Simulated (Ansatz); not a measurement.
## Relaxing a structure of GaCuSe2

The start is a relaxed GaCuSe2 cell with every coordinate shifted by Gaussian noise of σ = 0.1 Å. A full variable-cell relaxation at zero pressure is run with PBE (plane waves to 420 eV, PAW, scalar-relativistic; Ansatz, an electronic-structure program). The first steps use a coarse 5×5×6 k-mesh.

Starting cell:
```yaml
crystal:
  lattice:
    - [-2.83612, 2.83612, 5.63188]
    - [2.83612, -2.83612, 5.63188]
    - [2.83612, 2.83612, -5.63188]
  atoms:
    - { symbol: Cu, position: [0.80027, 0.23261, 0.51686] }
    - { symbol: Cu, position: [0.98965, 0.00007, 0.96959] }
    - { symbol: Ga, position: [0.25119, 0.76474, 0.49791] }
    - { symbol: Ga, position: [0.48026, 0.48286, 0.96032] }
    - { symbol: Se, position: [0.11680, 0.13549, 0.50215] }
    - { symbol: Se, position: [0.65864, 0.65420, 0.54274] }
    - { symbol: Se, position: [0.36954, 0.87653, 0.98749] }
    - { symbol: Se, position: [0.87640, 0.35634, 0.97199] }
```

```json
{
 "initial_pressure": "+2 GPa (positive: the cell is compressed)",
 "largest_initial_force": "about 2.5 eV/Å, on Cu1 (atoms numbered as listed)",
 "Shortest distances (start → end)": "The closest pairs of elements (up to four, under 3.6 Å), start → end: Cu–Se 2.12 → 2.43 Å; Ga–Se 2.33 → 2.47 Å",
 "band_gap_at_the_end": "zero, with touching bands (no spin-orbit coupling). The gap comes from the SCF mesh and the high-symmetry points alone",
 "optimiser_moves": "4"
}
```

Relaxed structure:

```cif
data_Cu4Ga4Se8
_chemical_formula_sum 'Cu4 Ga4 Se8'
_space_group_name_H-M_alt 'I-42d'
_space_group_IT_number 122
_space_group_name_Hall 'I -4 2bw'
_cell_length_a 5.67101
_cell_length_b 5.67101
_cell_length_c 11.26495
_cell_angle_alpha 90.000
_cell_angle_beta 90.000
_cell_angle_gamma 90.000
loop_
_atom_site_label
_atom_site_type_symbol
_atom_site_symmetry_multiplicity
_atom_site_Wyckoff_symbol
_atom_site_fract_x
_atom_site_fract_y
_atom_site_fract_z
_atom_site_occupancy
Cu1 Cu 4 b 0.00000 0.00000 0.50000 1
Ga1 Ga 4 a 0.00000 0.00000 0.00000 1
Se1 Se 8 d 0.25636 0.25000 0.12500 1
```
(The calculation used a cell of 8 atoms; values per cell refer to that cell.)

Final values are on a 8×8×8 k-mesh of the relaxed cell. No spin polarisation in the result.
